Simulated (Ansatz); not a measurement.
## Where the states of YTl lie

```
Y Tl
1.0
     3.75100    0.00000    0.00000
     0.00000    3.75100    0.00000
     0.00000    0.00000    3.75100
Y Tl
1 1
Cartesian
  1.8755 1.8755 1.8755
  0.0000 0.0000 0.0000
```

The geometry is COD entry 1527195, unchecked; take it as a test cell.

No spin–orbit coupling, which matters for the heavy atoms here.

The calculation used DFT, LDA, all-electron LAPW, scalar-relativistic in Ansatz 0.2.0.

The runs use a Γ-centred 11×11×11 k mesh, Fermi–Dirac smearing of 0.08 eV, basis error target 0.25 meV/atom, no spin polarisation.

States per eV and cell, averaged over 0.4 eV, from -11.8 to 2.8 eV, with energies (bin centres) from the Fermi level; empty bins are left out. The partial columns, the largest 5 alone, are projections on Löwdin-orthogonalised atomic shells (those that the program's projection atoms carry: the occupied ones and, for some elements, an empty d or f shell; other empty shells have no column), summed over atoms of an element. Weights on diffuse s and p shells depend on that basis and aren't pure angular character.

| E (eV) | total | Tl 5d | Y 4d | Tl 6p | Tl 6s | Y 5s |
| --- | --- | --- | --- | --- | --- | --- |
| -11.7 | 15.17 | 14.95 | 0.13 | 0.01 | 0.01 | 0.04 |
| -11.3 | 9.83 | 9.75 | 0.04 | 0.02 | 0.01 | 0.00 |
| -8.9 | 0.09 | 0.00 | 0.00 | 0.01 | 0.04 | 0.04 |
| -8.5 | 0.23 | 0.00 | 0.00 | 0.02 | 0.11 | 0.08 |
| -8.1 | 0.34 | 0.00 | 0.01 | 0.05 | 0.18 | 0.09 |
| -7.7 | 0.48 | 0.00 | 0.03 | 0.07 | 0.27 | 0.09 |
| -7.3 | 0.73 | 0.01 | 0.08 | 0.10 | 0.45 | 0.08 |
| -6.9 | 1.29 | 0.01 | 0.22 | 0.13 | 0.85 | 0.05 |
| -6.5 | 1.10 | 0.01 | 0.30 | 0.08 | 0.68 | 0.01 |
| -6.1 | 0.43 | 0.00 | 0.12 | 0.03 | 0.27 | 0.00 |
| -5.7 | 0.19 | 0.00 | 0.05 | 0.01 | 0.13 | 0.00 |
| -5.3 | 0.09 | 0.00 | 0.02 | 0.01 | 0.06 | 0.00 |
| -4.9 | 0.03 | 0.00 | 0.00 | 0.00 | 0.03 | 0.00 |
| -4.1 | 0.02 | 0.00 | 0.00 | 0.01 | 0.00 | 0.00 |
| -3.7 | 0.20 | 0.00 | 0.04 | 0.10 | 0.01 | 0.03 |
| -3.3 | 0.34 | 0.00 | 0.07 | 0.18 | 0.02 | 0.05 |
| -2.9 | 0.52 | 0.00 | 0.12 | 0.28 | 0.03 | 0.07 |
| -2.5 | 0.97 | 0.01 | 0.29 | 0.52 | 0.04 | 0.09 |
| -2.1 | 1.96 | 0.01 | 0.69 | 1.04 | 0.05 | 0.12 |
| -1.7 | 1.18 | 0.01 | 0.45 | 0.60 | 0.05 | 0.04 |
| -1.3 | 1.19 | 0.01 | 0.44 | 0.67 | 0.04 | 0.01 |
| -0.9 | 1.24 | 0.01 | 0.55 | 0.60 | 0.03 | 0.01 |
| -0.5 | 1.31 | 0.01 | 0.77 | 0.47 | 0.03 | 0.01 |
| -0.1 | 1.44 | 0.01 | 1.08 | 0.27 | 0.04 | 0.02 |
| 0.3 | 1.24 | 0.01 | 0.76 | 0.29 | 0.08 | 0.08 |
| 0.7 | 3.35 | 0.02 | 2.47 | 0.59 | 0.08 | 0.13 |
| 1.1 | 2.06 | 0.01 | 1.43 | 0.53 | 0.02 | 0.03 |
| 1.5 | 1.95 | 0.01 | 1.27 | 0.50 | 0.06 | 0.05 |
| 1.9 | 0.84 | 0.01 | 0.61 | 0.14 | 0.02 | 0.03 |
| 2.3 | 2.29 | 0.03 | 1.94 | 0.14 | 0.01 | 0.08 |
| 2.7 | 2.13 | 0.02 | 1.73 | 0.20 | 0.05 | 0.05 |

**Question.** Which of the resolved shells contributes most within 0.3 eV of the Fermi level?

**Answer.** Y 4d, with 69 % of all states there; Tl 6p follows with 21 %.

**Question.** Where is the centre of the filled Tl 5d states between -14 eV and the top of the filled states?

**Answer.** -11.47 eV from the Fermi level.
